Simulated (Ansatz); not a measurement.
**FePt (P4/mmm): lattice vibrations**

```
CELL_PARAMETERS angstrom
2.68794 0.00000 0.00000
0.00000 2.68794 0.00000
0.00000 0.00000 3.71646
ATOMIC_POSITIONS crystal
Fe 0.00000 0.00000 0.00000
Pt 0.50000 0.50000 0.50000
```

Starting moments along z (μB): Fe1 +2.9, Pt2 +0.4.

Unless marked otherwise, the numbers come from PBEsol, PAW on Ansatz 0.2.0's default frozen-core files (fitted under PBE), scalar-relativistic, spin-polarised. k mesh 14×14×10, Fermi-Dirac smearing of 0.100 eV, cutoff 420 eV. The cell was relaxed by PAW under this functional.

Atoms are displaced by 0.0025 Å in the smallest supercells that hold the wave vectors of a 2×2×2 mesh. Negative values stand for unstable modes.

Problem. What are the phonon energies at the solved wave vectors, in THz?

Solution. 

| q | point | modes (THz) |
| --- | --- | --- |
| 0.000 0.000 0.000 | Gamma | 5.00 (×2), 7.13 |
| 0.500 0.000 0.000 | X | 2.60, 3.04, 5.32, 5.83, 6.38, 7.17 |
| 0.500 0.500 0.000 | M | 2.75, 4.95 (×2), 6.50, 6.55 (×2) |
| 0.000 0.000 0.500 | Z | 2.34 (×2), 3.74, 5.27 (×2), 8.08 |
| 0.500 0.000 0.500 | R | 2.27, 2.55, 4.35, 4.58, 6.51, 7.50 |
| 0.500 0.500 0.500 | A | 2.97, 5.74 (×2), 6.10 (×2), 7.29 |

Problem. Is the structure dynamically stable at these wave vectors?

Solution. Yes, no mode is unstable there; wave vectors off this mesh aren't tested.

Problem. How do the optical zone-centre modes decompose, and which are active?

Solution. Point group 4/mmm: Γ_opt = Eu + A2u.

```tsv
label	THz	activity	mostly
Eu	5.00	IR	Fe (78 %)
A2u	7.13	IR	Fe (78 %)
```

In a metal the activity is that of symmetry alone; free carriers screen the infrared modes.

Problem. The cell is scaled evenly to 26.046 and 27.657 Å³ (from 26.851), with free atoms relaxed and the shape held, so these aren't the values under hydrostatic pressure. What are the mode Grüneisen parameters γ = −d ln ω/d ln V?

Solution. For the highest mode, 285.8 cm⁻¹ in the small cell and 253.7 in the large one give γ ≈ 1.99. From the change of the dynamical matrix on each mode:

```
point   cm⁻¹     γ
Gamma  166.8  2.40
Gamma  237.7  2.38
    X   86.7  1.71
    X  101.4  2.68
    X  177.5  2.05
    X  194.3  2.22
    X  212.8  1.95
    X  239.2  2.26
    M   91.6  2.44
    M  165.2  1.89
    M  216.7  2.66
    M  218.6  2.25
    Z   78.1  2.53
    Z  124.6  2.27
    Z  175.7  1.98
    Z  269.4  1.99
    R   75.7  0.27
    R   84.9  1.69
    R  145.1  2.28
    R  152.7  2.33
    R  217.0  2.22
    R  250.2  2.44
    A   99.0  2.37
    A  191.3  2.12
    A  203.5  1.96
    A  243.2  2.29
```

Weighted by the modes' heat capacities at 300 K, the mean on this mesh is 2.10; it moves with the q mesh, and a coarse one overweights the zone boundary.

Limits of these numbers: frozen-core PAW files fitted under PBE, their cores solved anew for the functional of the run; a lower magnetic state may exist; responses of metals move with mesh and smearing; no spin-orbit coupling on heavy atoms.
